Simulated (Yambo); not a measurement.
Yambo run on MgPdF6 (space group R-3, No. 148). The wavefunctions are PBEsol (Quantum ESPRESSO, PseudoDojo norm-conserving, 84 Ry, without SOC) ones on a 4×4×4 mesh (35 occupied bands); a = b = c = 5.3335 Å, α = β = γ = 55.07°.

Yambo input:

```
rim_cut
HF_and_locXC
RandQpts= 1000000
RandGvec= 1 Ry
EXXRLvcs= 84 Ry
VXCRLvcs= 336 Ry
% QPkrange
 1 | 1 | 35 | 36 |
 3 | 3 | 35 | 36 |
 7 | 7 | 35 | 36 |
 13 | 13 | 35 | 36 |
%
```

k points by index: 1 = Γ, 3 = L, 7 = F, 13 = Z.

Resulting energies as the program prints them:

```
#    K-point    Band    Eo [eV]    Ehf [eV]    Vxc [eV]    Vnlxc [eV]
#
    1    35    -0.476455    -7.886859    -23.96538    -31.37578
    1    36    2.127405    6.768382    -25.07234    -20.43136
    3    35    -0.090083    -7.645684    -24.31978    -31.87538
    3    36    1.966195    6.525231    -24.72605    -20.16701
    7    35    0.000000    -7.560555    -24.37877    -31.93932
    7    36    1.885154    6.216717    -24.63594    -20.30438
    13    35    -0.258735    -7.694269    -24.22297    -31.65850
    13    36    2.031633    6.608403    -24.91415    -20.33738
```
Exchange alone, without screening.

Geometry of the Materials Project entry, not relaxed at this level.
